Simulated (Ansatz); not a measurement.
# Calculated ⁴³Ca NMR of the central transition for Ca₄Al₆O₁₃

Cell: a computed structure from the Materials Project (it need not be an observed phase), atoms as given.

Space group I-43m (No. 217); a = 8.8041 Å.

| site | Wyckoff | site symmetry | x | y | z |
| --- | --- | --- | --- | --- | --- |
| Ca | 8c | .3m | 0.3460 | 0.6540 | 0.3460 |
| Al | 12d | -4.. | 0.0000 | 0.5000 | 0.2500 |
| O11 | 2a | -43m | 0.0000 | 0.0000 | 0.0000 |
| O12 | 24g | ..m | 0.1399 | 0.4109 | 0.1399 |

One atom of each set is listed; the run and its k-mesh use a cell of 23 atoms with edges of 7.62, 7.62, 7.62 Å.

The numbers come from a DFT calculation in Ansatz (PBE, plane waves and PAW, scalar-relativistic, 420 eV cutoff, Γ-centred 4×4×4 k-points, Fermi–Dirac smearing 0.02 eV).

⁴³Ca has I = 7/2 and Q = -40.80 mb (Pyykkö 2018); at 16.4 T its Larmor frequency is ν₀ = 47.1 MHz. Only the quadrupole interaction is simulated: positions count from each site's isotropic chemical shift, and J coupling is left out, as are shift anisotropy and dipolar coupling, which fast spinning averages.

Problem. What does the ⁴³Ca spectrum (fast magic-angle spinning) show for each site?

Solution. 

```tsv
site	first shell	C_Q (MHz)	η	P_Q (MHz)	δ_QIS (ppm)	breadth (kHz)
Ca	4 O at 2.27–2.35 Å; also 3 O at 3.34 Å	3.62	0.00	3.62	-15.1	1.52
```

δ_QIS = −(ν_Q²/30ν₀²)[I(I+1) − 3/4](1 + η²/3) × 10⁶ ppm with ν_Q = 3|C_Q|/[2I(2I−1)]; it falls as 1/B₀² in ppm, and the breadth as 1/B₀ in kHz.

An axis of threefold or higher order runs through Ca, so V_zz lies along it and η is zero.

The largest force is 0.3 eV/Å, so the atoms aren't at the calculated equilibrium and relaxing them would move these values.
